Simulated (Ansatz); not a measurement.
BiTe (R-3m), random displacements

Method: DFT PBE, scalar-relativistic, plane waves, PAW (Ansatz). The runs took a 420 eV cutoff, a Γ-centred 6×6×6 mesh and Gaussian smearing (0.15 eV). Spin–orbit coupling is left out, which can shift energies with elements as heavy as these. No spin polarisation. Energies are free energies at this smearing, counted from the undisturbed cell; pressure is positive in compression.

Zero of the scan (as given, not relaxed at this level, and it needn't be the usual structure):

```
Bi Te
1.0
    -4.84542   -2.79750    3.31729
     4.84542   -2.79750    3.31729
     0.00000    5.59500    3.31729
Bi Te
4 4
Direct
  0.50000 0.50000 0.50000
  0.00000 0.00000 0.50000
  0.00000 0.50000 0.00000
  0.50000 0.00000 0.00000
  0.00000 0.00000 0.00000
  0.50000 0.50000 0.00000
  0.50000 0.00000 0.50000
  0.00000 0.50000 0.50000
```

The atoms are displaced (Å, in the unstrained cell):

| atom | ux | uy | uz |
| --- | --- | --- | --- |
| Bi1 | 0.096 | 0.037 | -0.208 |
| Bi2 | -0.042 | 0.141 | 0.006 |
| Bi3 | -0.006 | -0.303 | 0.096 |
| Bi4 | -0.113 | 0.273 | -0.098 |
| Te5 | -0.055 | -0.090 | -0.178 |
| Te6 | 0.224 | -0.229 | 0.045 |
| Te7 | 0.176 | 0.234 | 0.193 |
| Te8 | -0.280 | -0.063 | 0.143 |

The cell is not strained.

Problem. What are the energy change, the stress and the forces?

Solution. ΔE = 110.8 meV/atom; stress (xx, yy, zz, yz, xz, xy; compression positive) (4.63, 3.43, 3.43, -0.92, -0.01, -0.05) GPa.
| atom | Fx (eV/Å) | Fy | Fz |
| --- | --- | --- | --- |
| Bi1 | -0.92 | -0.95 | 1.10 |
| Bi2 | 0.02 | -0.32 | -0.50 |
| Bi3 | 0.13 | 0.78 | -0.53 |
| Bi4 | 1.23 | -0.79 | 1.46 |
| Te5 | 0.33 | 0.29 | 0.51 |
| Te6 | -1.84 | 0.41 | -0.62 |
| Te7 | -0.26 | 0.09 | -0.39 |
| Te8 | 1.30 | 0.50 | -1.04 |

Cost: 1 run of about 3.4 core-minutes, on Intel Xeon Processor @ 2.70GHz (shared hosts).